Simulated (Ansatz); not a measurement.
Method: DFT, BLYP, plane waves (420 eV) with PAW, scalar-relativistic in Ansatz. (PAW data from PBE, frozen cores regenerated.)

An element in the simple cubic structure gives this curve. The cell is scaled uniformly from the relaxed one, with fractional coordinates and shape fixed. Energies are extrapolated to zero smearing, pressures are those at the given smearing. Magnetic state: spin not included.

| V (Å³/atom) | E − E₀ (meV/atom) | P (GPa) |
| --- | --- | --- |
| 14.660 | 178.4 | 33.02 |
| 15.327 | 72.0 | 19.44 |
| 15.993 | 16.0 | 8.68 |
| 16.659 | 0.0 | 0.15 |
| 17.326 | 15.6 | -6.61 |
| 17.992 | 56.3 | -11.94 |
| 18.658 | 116.8 | -16.12 |

Task: Which element is it?
A. rhenium
B. ruthenium
C. vanadium
D. iridium

Result: B. Its fit is V₀ = 16.64 Å³/atom, B₀ = 190 GPa, B₀′ = 4.8.
